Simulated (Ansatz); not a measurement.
Given:

InGa3Sb3As:
```xyz
8
Lattice="4.3062 0.0000 0.0000 0.0000 4.3208 0.0000 0.0000 0.0000 12.2342" Properties=species:S:1:pos:R:3 pbc="T T T"
In     0.0000     0.0000    12.0777
As     0.0000     2.1604    10.5500
Ga     2.1531     2.1604     9.2307
Sb     2.1531     0.0000     7.7073
Ga     0.0000     0.0000     6.1768
Sb     0.0000     2.1604     4.6504
Ga     2.1531     2.1604     3.1139
Sb     2.1531     0.0000     1.6014
```

This is the PBEsol-relaxed structure.

Task: All from PBEsol in the plane-wave PAW code Ansatz, unless another level is named. Give the electronic character.

Result: no gap, with almost no states at the Fermi level (zero-gap or semimetallic).

Task: And the formation energy from the elements (no fitted shifts)?

Result: -13 kJ/mol of atoms.

Space group Pmm2. The start of the workflow was typed in or built on a structure type; neither database checked (COD, Materials Project) lists it. Whether it is the stable phase at ambient conditions was not checked. The cell was relaxed with PBEsol under the symmetry of its start; its stability against distortions is not shown here. The references are the lowest solids computed at this level, not always the standard phases. Scalar-relativistic: spin–orbit coupling is off unless named, which matters more the heavier the elements.

Potentials: the earlier of the program's two PAW sets. The files were generated under PBE; for other functionals the program regenerates the frozen cores, and for LDA and PBEsol the local potential too.
